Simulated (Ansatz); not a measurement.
AlPt$_{3}$C (anti-perovskite, space group No. 221) at seven volumes, the program Ansatz at the PBEsol level (PAW), scaled uniformly. One row is withheld.

| V (Å³/atom) | P (GPa) |
|---|---|
| 12.846 | 27.17 |
| 13.270 | ? |
| 13.693 | 7.53 |
| 14.117 | 0.00 |
| 14.540 | -6.32 |
| 14.964 | -11.61 |
| 15.387 | -16.02 |

### Question
Fit the shown pressures and predict the withheld one.

### Answer
Third-order Birch–Murnaghan: P = (3/2)B₀(x^(7/2) − x^(5/2))[1 + (3/4)(B′ − 4)(x − 1)] with x = (V₀/V)^(2/3). Least squares on the six rows gives V₀ = 14.117 Å³/atom, B₀ = 229.1 GPa, B′ = 4.84. At V = 13.270, x = 1.0421 and P = 16.47 GPa. The run itself gave 16.50 GPa.

Space group Pm-3m (anti-perovskite). The start of the workflow was typed in or built on a structure type; neither database checked (COD, Materials Project) lists it. Its standing as an ambient phase is unchecked. Symmetry was held in the PBEsol relaxation. At this level the phase is dynamically unstable (imaginary phonons). No spin polarisation was allowed. Its formation energy is positive at this level, so the cell may be metastable or incomplete. Spin–orbit coupling is left out wherever it is not named.

Potentials: the later of the program's two PAW sets.
